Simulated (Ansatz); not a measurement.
CoO in space group I-4m2 (No. 119; Co on 2a, O on 2d) under volume change, the program Ansatz at the PBEsol level (PAW), shape and atoms relaxed at each volume.

```
V (Å³/atom)  E − E(relaxed) (meV/atom)  P (GPa)
-----------  -------------------------  -------
9.596                             46.8    17.05
9.912                             19.8    10.54
10.229                             4.7     4.89
10.545                             0.0    -0.01
10.861                             4.4    -4.28
11.178                            16.5    -7.91
11.494                            35.2   -10.96
```

Task: What does a third-order Birch–Murnaghan fit give for V₀, B₀ and B′?

Result: V₀ = 10.54 Å³/atom, B₀ = 151 GPa, B′ = 3.9.

The start of the workflow was typed in or built on a structure type; neither database checked (COD, Materials Project) lists it. It is not the phase usual at ambient conditions (space group No. 225). Symmetry was held in the PBEsol relaxation, as lowered by the spin order; its stability against distortions is not shown here. Spin order of the final state: antiferromagnetic, chosen from 5 collinear starts compared on coarse meshes (ties went to the first, and starts can fall back to one state), not a proven ground state. No Hubbard U is applied.

Potentials: the later of the program's two PAW sets.
